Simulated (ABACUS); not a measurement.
ABACUS run on Mo2N (R-3m, 3 atoms in the cell; from Materials Project mp-1221525, changed as shown): self-consistent single point.

Method: LDA (PW92), PseudoDojo 0.4 standard norm-conserving LDA (tails mended) pseudopotentials (plane waves; ABACUS).

The change in words: volume scaled by 0.96. Reference geometry (R-3m):
```xyz
3
Lattice="1.4408 0.8318 5.0021 -1.4408 0.8318 5.0021 0.0000 -1.6637 5.0021" Properties=species:S:1:pos:R:3 pbc="T T T"
Mo     0.0000     0.0000     3.6449
Mo     0.0000     0.0000    11.3614
N      0.0000     0.0000     0.0000
```

Reference input (self-consistent single point, DFT, LDA (PW92), plane waves, PseudoDojo 0.4 standard norm-conserving LDA (tails mended) pseudopotentials): KPT = Gamma 8 8 8 0 0 0; basis_type = pw; dft_functional = PWLDA; ecutwfc = 84 Ry; smearing_method = gaussian; smearing_sigma = 0.00367493 Ry; potentials = PseudoDojo 0.4 standard norm-conserving LDA (tails mended); symmetry = 1; symmetry_prec = 1e-05; ks_solver = dav_subspace; scf_nmax = 100; scf_thr = 1.0e-09 Ry. This run's input differs from it in these lines:

```diff
@@ -25,8 +25,8 @@
 LATTICE_CONSTANT
-9.961702
+9.82707
 
 LATTICE_VECTORS
-   0.2733147012    0.1577983693    0.9488934099
-  -0.2733147012    0.1577983693    0.9488934099
-   0.0000000000   -0.3155965489    0.9488934099
+   0.2733147173    0.1577984109    0.9488934366
+  -0.2733147173    0.1577984109    0.9488934366
+   0.0000000000   -0.3155966295    0.9488934366
```

Output (repeated stretches shortened):

```
 SELF-CONSISTENT
 -------------------------------------------
                                 init_chg = atomic

 PW ALGORITHM --------------- ION=   1  ELEC=   1--------------------------------

 Density error is 0.884790805446
                          Error Threshold = 0.01
 E_KohnSham     -301.9038570985      -4107.6127047168
 E_Fermi        1.6607424569         22.5955603241

 PW ALGORITHM --------------- ION=   1  ELEC=   2--------------------------------

 Density error is 1.81283735274
                          Error Threshold = 0.00268118425893
 E_KohnSham     -301.9441699090      -4108.1611886423
   [... lines left out ...]

 Density error is 2.09095762022e-09
                          Error Threshold = 7.59898868363e-11
 E_KohnSham     -302.3001162475      -4113.0040870283
 E_Fermi        1.5952945554         21.7050959421

 PW ALGORITHM --------------- ION=   1  ELEC=   9--------------------------------

 Density error is 1.97452662025e-11
                          Error Threshold = 6.33623521279e-12
 E_KohnSham     -302.3001162478      -4113.0040870322
 E_KS(sigma->0) -302.3000384013      -4113.0030278770
 E_entropy(-TS) -0.0001556929        -0.0021183105
 E_Fermi        1.5952960391         21.7051161280
 charge density convergence is achieved
 final etot is -4113.004087 eV
 EFERMI = 21.705116128 eV

 STATE ENERGY(eV) AND OCCUPATIONS    NSPIN == 1
   [... 24 lines left out ...]

 TOTAL-FORCE (eV/Angstrom)
                       Mo1         0.0000000000         0.0000000000         0.1135385177
                       Mo2         0.0000000000         0.0000000000        -0.1135385177
                        N1         0.0000000000         0.0000000000         0.0000000000

 TOTAL-STRESS (KBAR)
        26.8789425743         0.0000000000         0.0000000000
        -0.0000000000        26.8789353543        -0.0000018157
         0.0000000000        -0.0000018157        -7.0086958721
 TOTAL-PRESSURE: 15.583061 KBAR

 --------------------------------------------
 !FINAL_ETOT_IS -4113.0040870322382034 eV
 --------------------------------------------
```

The run converged in 9 iterations. Against the reference run the free energy falls by 16.3 meV/atom, the pressure goes from -11.94 to 1.56 GPa and the largest force goes from 0.324 to 0.114 eV/Å.

The structure comes from a collection of computed structures, made at another level of theory; the collection holds predicted forms beside known ones. No clean gap shows at this smearing width and mesh (spacing up to 0.32 Å⁻¹); the mesh is coarse for partly filled bands, so the values carry mesh errors.

Cost on one core: about 8 core-minutes (a rough figure).

“Tails mended”: in these copies of the files the far tail of each local potential was reset to the Coulomb form.
